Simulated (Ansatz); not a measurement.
Given:

TiAu:
```xyz
4
Lattice="3.2786 0.0000 0.0000 0.0000 3.2786 0.0000 0.0000 0.0000 5.9460" Properties=species:S:1:pos:R:3 pbc="T T T"
Ti     0.0000     1.6393     5.1411
Ti     1.6393     0.0000     0.8049
Au     0.0000     1.6393     2.1445
Au     1.6393     0.0000     3.8015
```

This is the LDA-relaxed structure.

Q: All from LDA (plane waves, PAW; program Ansatz), unless another level is named. Give the density of states at the Fermi level.

A: 0.50 states/eV per atom (mean over ±0.08 eV).

Q: Next, the formation energy from the elements (no fitted shifts)?

A: -0.48 eV/atom.

Space group P4/nmm. The workflow started from a Materials Project entry (that database holds measured and hypothetical structures alike); the Crystallography Open Database copy checked does not list it. COD files the formula under space group No. 221. Whether it is the stable phase at ambient conditions was not checked. Symmetry was held in the LDA relaxation; whether a distortion lowers the energy is not shown. No spin polarisation was allowed. The references are the lowest solids computed at this level, not always the standard phases. Spin–orbit coupling is left out wherever it is not named.

Potentials: the later of the program's two PAW sets.
